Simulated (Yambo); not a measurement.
Material: LuIO (space group P4/nmm, No. 129); a = 3.844 Å, b = 3.844 Å, c = 9.085 Å, α = 90.00°, β = 90.00°, γ = 90.00° (6 atoms in the cell). Cell and atoms were relaxed with PBE+D3(BJ) from Materials Project entry mp-973585, within its symmetry.

With PBEsol (Quantum ESPRESSO, PseudoDojo norm-conserving, 100 Ry, without SOC), the gap between the mesh's edge points ((0, 0.25, 0) → M) is 3.204 eV.

**Question.** Estimate the G0W0 gap between the same points from Yambo (4×4×1 Γ-centred k mesh, bands 3 to 212 and a 7 Ry block in the screening, 212 bands in G with the Bruneval-Gonze terminator, plasmon pole fitted at 27.2 eV).

**Answer.** The correction is 1.253 eV, giving 4.456 eV, 1.4 times the PBEsol value.  Nearest settings tried, and what they do to the gap: 107 bands in W: -9 meV; 2 Ry block (55 vectors against 283): -475 meV. Not varied: bands in G, mesh. So the settings aren't converged at that level. The k mesh is coarse. Spin-orbit coupling is left out, which matters for elements this heavy: edges can move by tenths of an eV. The 4f states are in the valence at their DFT position.
